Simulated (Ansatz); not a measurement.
Crystals of one structure type (zinc blende), relaxed and computed with DFT-PBEsol in the program Ansatz with PAW potentials; HSE06 gaps on those cells.

```
crystal  a (Å)  gap (eV)    ε∞  B₀ by P(V) fit (GPa)  HSE06 gap (eV)  G_Hill (GPa)
-------  -----  --------  ----  --------------------  --------------  ------------
BN       3.605      4.29  4.63                   385            5.79           388
BP       4.520      1.11  9.30                   169            1.94           163
BAs        [?]       [?]   [?]                   [?]             [?]           [?]
GaAs     5.659      0.42  14.2                  69.0            1.40          43.3
```

Task: Complete the blanks.

Result: 
- BAs, a (Å): 4.768
- BAs, gap (eV): 1.08
- BAs, ε∞: 9.87
- BAs, B₀ by P(V) fit (GPa): 140
- BAs, HSE06 gap (eV): 1.82
- BAs, G_Hill (GPa): 129

All cells were relaxed under the symmetry of their starts (and spin orders); stability against distortions was not tested throughout. Spin–orbit coupling is left out wherever it is not named.

Potentials: the earlier of the program's two PAW sets. The files were generated under PBE; for other functionals the program regenerates the frozen cores, and for LDA and PBEsol the local potential too.
